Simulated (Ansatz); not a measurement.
Input deck for Ansatz 0.2.0, then the block of the output on the nuclei.

The start is a COD entry.

```yaml
crystal:
  lattice:
    - [0.0, 2.8338, 2.8338]
    - [2.8338, 0.0, 2.8338]
    - [2.8338, 2.8338, 0.0]
  atoms:
    - { symbol: Zn, position: [0.0, 0.0, 0.0] }
    - { symbol: Se, position: [0.25, 0.25, 0.25] }
kpoints:
  mp_grid: { grid: [9, 9, 9] }
scf:
  occupations: { method: fermi_dirac, width: 0.02 }
hamiltonian:
  xc: pbe
  pseudopotentials: { kind: paw, frozen_core: stored }
output:
  forces: true
  stress: true
  populations: true
  efg: { quadrupole_moments_barn: { Zn: 0.122 } }
relax:
  f_tol: 0.02
  max_steps: 60
```

```sh
ansatz run input.yaml --threads 1 --pin off --max-ram 3072MiB --backend cpu --events-out ev --progress --plain --runs-dir out
```

The run relaxes the ions first, and the block belongs to the relaxed positions.

Of the output, the block on the nuclei alone is shown; the set-up, the SCF iterations, energies, forces and stress are cut.

```
--- PAW observables at the nuclei: V_zz in 10²¹ V/m², potentials from the cell's mean, atoms counted from 1 ---
  atom   1  Zn V_zz =    -0.000000   η = 0.0000   by run symmetry: forbidden   C_q = -0.0000 MHz
            electrostatic potential = -3941.946244 V   contact ρ = none
  atom   2  Se V_zz =    -0.000000   η = 0.0000   by run symmetry: forbidden
            electrostatic potential = -4709.562980 V   contact ρ = none
```

The relaxation (1 step) took 2.9 s of wall time (2.9 s of CPU time) and 0.42 GiB at its peak, on 1 thread of Intel Xeon Platinum 8375C CPU @ 2.90GHz (Ice Lake) (x86_64; 16 cores open to the job, memory cap 3.0 GiB, no GPU), a shared host with a load of 0.5 a core.
